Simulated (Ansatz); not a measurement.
Si: do energies and stresses tell the same story?

Theory: DFT LDA, scalar-relativistic, plane waves, PAW (Ansatz).

Settings: cutoff 420 eV, Γ-centred mesh 10×10×10 on the computed 4-atom cell, Gaussian smearing of 0.01 eV; no spin polarisation.

Relaxed cell: I4/mmm, a = 6.603 Å, b = 6.603 Å, c = 3.817 Å, α = 90.00°, β = 90.00°, γ = 90.00°, 4 atoms in the primitive cell. This form isn't the element's structure at ambient conditions.

Energies at zero smearing and pressures from the stress tensor, at volumes with shape and atoms relaxed:
```
V (Å³/atom) E − E(first) (meV/atom) P (GPa)
     18.302                     0.00    14.50
     18.926                   -47.49    10.01
     19.550                   -78.91     6.19
     20.174                   -96.45     2.88
     20.798                  -101.96     0.02
     21.422                   -97.17    -2.42
     22.046                   -83.55    -4.51
     22.878                   -53.90    -6.83
```

Q: Check P = −dE/dV between neighbouring volumes, and get the bulk modulus from the pressures alone.

A: With 1 eV/Å³ = 160.2 GPa:
```tsv
middle V (Å³/atom)	−ΔE/ΔV (GPa)	mean P (GPa)
18.614	12.195	12.251
19.238	8.068	8.100
19.862	4.504	4.537
20.486	1.415	1.449
21.110	-1.231	-1.204
21.734	-3.496	-3.468
22.462	-5.711	-5.670
```

The two differ by 0.06 GPa at most. The mean of two end pressures misses the average over a step by about ΔV² P″/12, up to 0.05 GPa here; with that taken off 0.02 GPa remains. Around V = 20.798 Å³/atom, the two neighbours give B = −V ΔP/ΔV = 20.798 × 5.30 / 1.248 = 88.4 GPa, against B0 = 87.5 GPa from the Birch–Murnaghan fit of the energies.